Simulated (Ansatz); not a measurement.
LuBRh₃ (cubic perovskite, Pm-3m) under volume change, r²SCAN (plane waves, PAW; program Ansatz), scaled uniformly.

```
V (Å³/atom)  E − E(relaxed) (meV/atom)  P (GPa)
-----------  -------------------------  -------
12.932                            88.3    24.13
13.358                            37.0    14.71
13.784                             8.7     6.74
14.211                             0.0     0.00
14.637                             7.8    -5.70
15.063                            29.6   -10.52
15.490                            63.1   -14.59
```

### Question
What does a third-order Birch–Murnaghan fit give for V₀, B₀ and B′?

### Answer
V₀ = 14.21 Å³/atom, B₀ = 206 GPa, B′ = 4.6.

The workflow started from an entry of the Crystallography Open Database (COD). Its standing as an ambient phase is unchecked. Symmetry was held in the r²SCAN relaxation; whether a distortion lowers the energy is not shown. The run is not spin-polarised. Spin–orbit coupling is left out wherever it is not named.

Potentials: the later of the program's two PAW sets.
